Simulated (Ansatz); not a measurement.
Ge in space group P6_3/mmc (No. 194; Ge on 4f) under volume change, plane-wave PAW PBEsol (Ansatz code), shape and atoms relaxed at each volume.

```tsv
V (Å³/atom)	E − E(relaxed) (meV/atom)	P (GPa)
20.762	(withheld)	(withheld)
21.447	19.3	4.83
22.131	(withheld)	(withheld)
22.816	0.0	0.00
23.500	4.1	-1.87
24.185	15.6	-3.45
24.869	33.2	-4.76
```

Problem. Fill in the missing entries.

Solution. 
- 20.762, E − E(relaxed) (meV/atom): 46.4
- 20.762, P (GPa): 7.96
- 22.131, E − E(relaxed) (meV/atom): 4.5
- 22.131, P (GPa): 2.19

Problem. What does a third-order Birch–Murnaghan fit give for V₀, B₀ and B′?

Solution. V₀ = 22.81 Å³/atom, B₀ = 67.6 GPa, B′ = 4.7.

The first step of the workflow began from a Materials Project structure, measured or hypothetical; the Crystallography Open Database copy checked does not list it. It is not the phase usual at ambient conditions (space group No. 227). The cell was relaxed with PBEsol under the symmetry of its start; its stability against distortions is not shown here.

Potentials: the later of the program's two PAW sets.
